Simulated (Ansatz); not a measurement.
Relaxation of a relaxed Ni cell, doubled along one cell vector, shaken by Gaussian noise of σ = 0.08 Å a coordinate; 2 atoms in the cell, which starts as P-1 (No. 2), aP2; a = b = 2.4882 Å, c = 4.3096 Å, α = β = 73.22°, γ = 60.00°. Method: PBE (plane waves to 420 eV, PAW, scalar-relativistic; Ansatz, a quantum-chemistry and plane-wave program). Γ-centred k-mesh 16×8×16 on the run's cell (coarser than for final values), Fermi–Dirac smearing 0.05 eV. This is the first round of the run. Spin-polarised start, with parallel moments on Ni.

The optimiser's lines from the output (shortened; P is positive under compression):

```
relax step   1: F+E_penalty+E_count = -11679.42023191 eV  Δ(F+E_penalty+E_count) = +0.000e0 eV  max|allowed force component| = 3.318e-1 eV/Å  Δτ_max = 0.0000 Å  P = +0.640 GPa  Ω = 21.785 Å³  (13 SCF iters, dr2 threshold 1.00e-7 eV, accepted)
relax step   2: F+E_penalty+E_count = -11679.43810341 eV  Δ(F+E_penalty+E_count) = -1.787e-2 eV  max|allowed force component| = 2.512e-1 eV/Å  Δτ_max = 0.0230 Å  P = +0.336 GPa  Ω = 21.782 Å³  (8 SCF iters, dr2 threshold 2.00e-7 eV, accepted)
relax step   3: F+E_penalty+E_count = -11679.45852840 eV  Δ(F+E_penalty+E_count) = -2.042e-2 eV  max|allowed force component| = 6.897e-2 eV/Å  Δτ_max = 0.0905 Å  P = +1.244 GPa  Ω = 21.642 Å³  (8 SCF iters, dr2 threshold 2.00e-7 eV, accepted)
relax step   4: F+E_penalty+E_count = -11679.46235636 eV  Δ(F+E_penalty+E_count) = -3.828e-3 eV  max|allowed force component| = 2.537e-3 eV/Å  Δτ_max = 0.0177 Å  P = +0.018 GPa  Ω = 21.768 Å³  (8 SCF iters, dr2 threshold 2.00e-7 eV, accepted)
relax step   5: F+E_penalty+E_count = -11679.46235668 eV  Δ(F+E_penalty+E_count) = -3.171e-7 eV  max|allowed force component| = 5.107e-5 eV/Å  Δτ_max = 0.0004 Å  P = -0.001 GPa  Ω = 21.770 Å³  (6 SCF iters, dr2 threshold 5.22e-9 eV, accepted)
relax step   6: F+E_penalty+E_count = -11679.46234730 eV  Δ(F+E_penalty+E_count) = +9.380e-6 eV  max|allowed force component| = 5.018e-5 eV/Å  Δτ_max = 0.0000 Å  P = -0.001 GPa  Ω = 21.770 Å³  stress off target by 2.39e-3 GPa  SCF on the basis re-selected at this cell (its energy is not comparable with the rows above)  (8 SCF iters)
```

From the first to the last row the energy changes by -0.02 eV/atom and the volume by -0.1 %. The last row is marked as not comparable with the walk above it, whose basis was carried along; it does compare with step 1, since both stand on a basis selected at the nominal cutoff for their own cell.

Later rounds, restarted from the end of this one on a renewed k-mesh, logged 4 more steps and released under 0.01 eV/atom more. The final structure after all rounds: Fm-3m (No. 225), cF4, fcc (Cu type); a = b = c = 3.519 Å, α = β = γ = 90.00°. Spin state reached: ferromagnetic (net 0.63 μB/atom), from parallel starting moments; other spin orders were not run from this start.

The run could not lose the symmetry of its start.
